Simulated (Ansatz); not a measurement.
A distorted cell of VO₂ (rutile):

```xyz
6
Lattice="4.4965 0.0000 0.0000 0.0000 4.4965 0.0000 0.0000 0.0000 2.7780" Properties=species:S:1:pos:R:3 pbc="T T T"
V      0.0000     0.0000     0.0000
V      2.2483     2.2483     1.3890
O      1.3443     1.3443     0.0000
O      3.5926     0.9039     1.3890
O      0.9039     3.5926     1.3890
O      3.1522     3.1522     0.0000
```

These are PBEsol (plane waves to 420 eV, PAW, scalar-relativistic; Ansatz, a program for electronic structure) values and carry that method's errors. k mesh 10×10×17 (Γ-centred), Fermi-Dirac smearing 0.05 eV. E stands for the smeared free energy. Stress and pressure are positive under compression. The magnetisation changes by over a third across the map, so nothing is fitted. As the atoms are clamped, bonds stretch with the cell, which overstates energies and stresses. With partly filled bands, the response to shear is sensitive to the k mesh, so small differences along c/a are uncertain. Relaxed VO2 ends ferromagnetic. The PAW data are Ansatz's earlier set. This is a high-temperature form of VO2. VO2 is run spin-polarised and with no Hubbard U. VO2 was relaxed with its symmetry unable to fall. The magnetic order is the one the run started from; other orders were not tried.

Q: Give the stress tensor in GPa and the pressure.

A: 
```
    7.3      0.0      0.0
    0.0      7.3      0.0
    0.0      0.0      8.1
```
The pressure, a third of the trace, is 7.6 GPa.

Q: It is the relaxed cell deformed to V/V₀ = 0.973, (c/a)/(c/a)₀ = 1.000, c along z, fractional positions held. What is its energy relative to the relaxed cell?

A: 6 meV/atom.

(A scan under strain: stresses follow from slopes of the energy per volume, elastic moduli from its curvatures.)
